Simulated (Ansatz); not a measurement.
The start is a randomly generated symmetric cell of TiC (space group No. 191). Cell shape, volume and atoms are optimised at zero target pressure with r2SCAN (plane waves to 500 eV, PAW, scalar-relativistic; Ansatz, an electronic-structure program). The first steps use a coarse 12×12×4 k-mesh.

Input geometry:
```
CELL_PARAMETERS angstrom
      2.10914     0.00000     0.00000
     -1.05457     1.82657     0.00000
      0.00000     0.00000     6.01218
ATOMIC_POSITIONS crystal
  C  0.00000 0.00000 0.50000
  Ti 0.00000 0.00000 0.00000
```

### Question
By how much does the energy per atom fall from start to end?

### Answer
About 2.2 eV/atom.

### Question
How does the volume per atom move from start to end?

### Answer
+19.4 %, from 11.58 to 13.83 Å³/atom.

### Question
How do the shortest distances between atoms change?

### Answer
The closest pairs of elements (up to four, under 3.6 Å), start → end: C–Ti 3.01 → 2.09 Å; C–C 2.11 → 2.77 Å; Ti–Ti 2.11 → 2.77 Å.

### Question
Is the relaxed structure metallic? Give its gap.

### Answer
Zero (metallic).

### Question
Give the final cell and atomic positions.

### Answer

Space group P6/mmm (No. 191); a = 2.767 Å, b = 2.767 Å, c = 4.173 Å, α = 90.00°, β = 90.00°, γ = 120.00°

```tsv
atom	site	symmetry	x	y	z
C	1b	6/mmm	0.0000	0.0000	0.5000
Ti	1a	6/mmm	0.0000	0.0000	0.0000
```

The space group stays P6/mmm (No. 191) (the run could not lower it), with 2 atoms in the primitive cell. Final values are on a 19×19×11 k-mesh of the relaxed cell. The start holds a very short contact (C–C 2.11 Å). No spin polarisation in the result.

The run could not lose the symmetry of its start: the end is stationary, and may be a saddle point rather than a minimum.

All atoms sit on sites fixed by symmetry, so only the cell could relax.

The relaxed structure here is a generated cell of TiC: the first start was made by a random draw of sites in a space group, and the end was not matched to a known phase here, so it may be hypothetical. Known forms of TiC include space group No. 225.
